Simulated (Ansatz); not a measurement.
Data:

Ag (fcc, Cu type)

```yaml
crystal:
  lattice:
    - [0.00000, 2.02719, 2.02719]
    - [2.02719, 0.00000, 2.02719]
    - [2.02719, 2.02719, 0.00000]
  atoms:
    - { symbol: Ag, position: [0.00000, 0.00000, 0.00000] }
```

E(V) scan at fixed shape, V₀ the volume above. Symmetry pins the atoms to their sites.

Calculation: PBEsol (plane waves to 420 eV, PAW, scalar-relativistic; Ansatz, a first-principles code). k mesh 20×20×20 (Γ-centred), Fermi-Dirac smearing 0.05 eV. Energies are smeared free energies. Stress and pressure are positive under compression. Ag was relaxed with its symmetry unable to fall. The zero of ΔE is the relaxed starting cell.

The scan covers V/V₀ from 0.840 to 1.160 in 11 points.

Question: What is the fitted pressure derivative B₀′?

Answer: 5.6.

Question: What bulk modulus B₀ follows from a third-order Birch-Murnaghan fit?

Answer: 119 GPa.

(Under strain, the slope of the energy per volume gives the stress and its curvature an elastic modulus.)
